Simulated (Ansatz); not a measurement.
**Magnetic states of Na$_{2}$MnCl$_{4}$**

```
Na Mn Cl
1.0
     6.93000    0.00000    0.00000
     0.00000   11.86000    0.00000
     0.00000    0.00000    3.86000
Na Mn Cl
4 2 8
Direct
  0.41860 0.18180 0.50000
  0.58140 0.81820 0.50000
  0.91860 0.31820 0.50000
  0.08140 0.68180 0.50000
  0.00000 0.00000 0.00000
  0.50000 0.50000 0.00000
  0.12150 0.19520 0.00000
  0.87850 0.80480 0.00000
  0.62150 0.30480 0.00000
  0.37850 0.69520 0.00000
  0.23990 0.95510 0.50000
  0.76010 0.04490 0.50000
  0.73990 0.54490 0.50000
  0.26010 0.45510 0.50000
```

Computed with plane-wave PAW DFT (Ansatz 0.2.0): r2SCAN, 500 eV cutoff, 4×2×6 Γ-centred mesh, fermi-dirac occupations of width 0.050 eV. The atoms are fixed and numbered as listed; spin is collinear, without spin-orbit coupling.

The cycle has several fixed points for this cell. Moments (μB):

| state | Mn5 | Mn6 | other atoms together | size of the net moment a cell |
| --- | --- | --- | --- | --- |
| A | 4.42 | 4.42 | 0.38 | 10.00 |
| B | 0.00 | 0.00 | 0.00 | 0.00 |
| C | 4.42 | -4.42 | 0.00 | 0.00 |

Site moments are taken in small spheres that don't touch (radius about 0.4 of the atom's shortest bond), so those of the magnetic atoms read low, and they needn't add up to the net moment. State B was run without spin polarisation.

Q: Rank the states by energy at zero smearing.

A: State C (antiparallel, compensated) comes first by a margin too small to trust; A (parallel moments) is level with it, B (without moments) lies 569 meV above it, all counted an atom of the cell. The two lowest differ by only 0.6 meV for each atom with a column above, which mesh or functional could overturn.

Q: Which states have a gap on the mesh, and what pressure does each exert on this cell?

A: A: gap 3.21 eV, -0.2 GPa; B: no gap, -4.5 GPa; C: gap 3.32 eV, -0.2 GPa (positive in compression). Moments take up room: without them the pressure is lower, so that state wants a smaller cell.

Q: How much does the cell gain by forming moments?

A: 569 meV an atom of the cell, or 3983 meV for each Mn atom, against state B, which has none. A run without spin would miss this and give wrong energies and forces. That state isn't the paramagnet, which keeps its moments, so this is no ordering energy.

The cell is that of a Crystallography Open Database entry, unchanged.

Caveats: only orders that fit this cell and collinear spins were tried, so the true order may need a larger cell or canted moments; atoms and cell are not relaxed, and each state would relax in its own way; semilocal functionals without U often misplace the states of 3d oxides, halides and chalcogenides; the k mesh is coarse, so differences of a few meV are uncertain where a state is a metal; one start a pattern, so a lower state of the same pattern may exist; the nearest magnetic pairs stand parallel in every state found, so their coupling isn't measured.
